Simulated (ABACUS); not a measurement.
Input and output of a self-consistent single point for SnO₂ (P4_2/mnm, 6 atoms in the cell; from Materials Project mp-856) (ABACUS).

Computed with PBE, PseudoDojo 0.5 standard norm-conserving PBE (tails mended) pseudopotentials (plane waves; ABACUS).

```
CELL_PARAMETERS angstrom
      4.76482     0.00000     0.00000
      0.00000     4.76482     0.00000
      0.00000     0.00000     3.20750
ATOMIC_POSITIONS crystal
  Sn 0.50000 0.50000 0.50000
  Sn 0.00000 0.00000 0.00000
  O  0.19403 0.80597 0.50000
  O  0.80597 0.19403 0.50000
  O  0.69403 0.69403 0.00000
  O  0.30597 0.30597 0.00000
```

Reference input (self-consistent single point, DFT, PBE, plane waves, PseudoDojo 0.5 standard norm-conserving PBE (tails mended) pseudopotentials): KPT = MP 5 5 7 0 0 0; basis_type = pw; ecutwfc = 84 Ry; smearing_method = gaussian; smearing_sigma = 0.00367493 Ry; potentials = PseudoDojo 0.5 standard norm-conserving PBE (tails mended); symmetry = 1; symmetry_prec = 1e-05; ks_solver = dav_subspace; scf_nmax = 100; scf_thr = 1.0e-09 Ry; mixing_type = broyden. This run's input differs from it in these lines:

```diff
@@ -5,3 +5,3 @@
 pseudo_dir           ./
-ecutwfc              84.0
+ecutwfc              50.4
 symmetry             1
```

Log, with long lists cut:

```
 SELF-CONSISTENT
 -------------------------------------------
                                 init_chg = atomic

 PW ALGORITHM --------------- ION=   1  ELEC=   1--------------------------------

 Density error is 1.41218563641
                          Error Threshold = 0.01
 E_KohnSham     -447.1364934690      -6083.6040949184
 E_Fermi        0.6106715308         8.3086124251

 PW ALGORITHM --------------- ION=   1  ELEC=   2--------------------------------

 Density error is 0.055187628159
                          Error Threshold = 0.00271574160847
 E_KohnSham     -447.3881398395      -6087.0279194380
   [... lines left out ...]

 Density error is 1.85731268209e-09
                          Error Threshold = 1.6479922777e-11
 E_KohnSham     -447.3893897852      -6087.0449258212
 E_Fermi        0.7216116257         9.8180298520

 PW ALGORITHM --------------- ION=   1  ELEC=  10--------------------------------

 Density error is 6.14488610444e-11
                          Error Threshold = 3.57175515787e-12
 E_KohnSham     -447.3893897853      -6087.0449258233
 E_KS(sigma->0) -447.3893897853      -6087.0449258233
 E_entropy(-TS) -0.0000000000        -0.0000000000
 E_Fermi        0.7216124650         9.8180412712
 charge density convergence is achieved
 final etot is -6087.0449258 eV
 EFERMI = 9.8180412712 eV

 STATE ENERGY(eV) AND OCCUPATIONS    NSPIN == 1
   [... 33 lines left out ...]

 TOTAL-FORCE (eV/Angstrom)
                       Sn1         0.0000000000         0.0000000000         0.0000000000
                       Sn2         0.0000000000         0.0000000000         0.0000000000
                        O1         0.0031526941        -0.0031526941         0.0000000000
                        O2        -0.0031526941         0.0031526941         0.0000000000
                        O3         0.0031526941         0.0031526941         0.0000000000
                        O4        -0.0031526941        -0.0031526941         0.0000000000

 TOTAL-STRESS (KBAR)
      -580.1607019777         0.0000000000         0.0000000000
         0.0000000000      -580.1607019777         0.0000000000
         0.0000000000         0.0000000000      -557.4396002184
 TOTAL-PRESSURE: -572.587001 KBAR

 --------------------------------------------
 !FINAL_ETOT_IS -6087.0449258232602006 eV
 --------------------------------------------
```

The run converged in 10 iterations. Against the reference run the free energy rises by 743 meV/atom, the pressure goes from 6.56 to -57.26 GPa and the largest force goes from 0.018 to 0.004 eV/Å.

This run is one point of a test of settings, so its values need not be converged; read them against the reference run alone. The structure comes from a collection of computed structures, made at another level of theory; the collection holds predicted forms beside known ones.

Cost on one core: around 28 core-seconds (rough).

At a cut-down plane-wave cutoff the stress holds a Pulay term: a spurious tension from the incomplete basis, which lowers the pressure; energies, forces and gaps of such rows are unconverged too.

“Tails mended”: in these copies of the files the far tail of each local potential was reset to the Coulomb form.
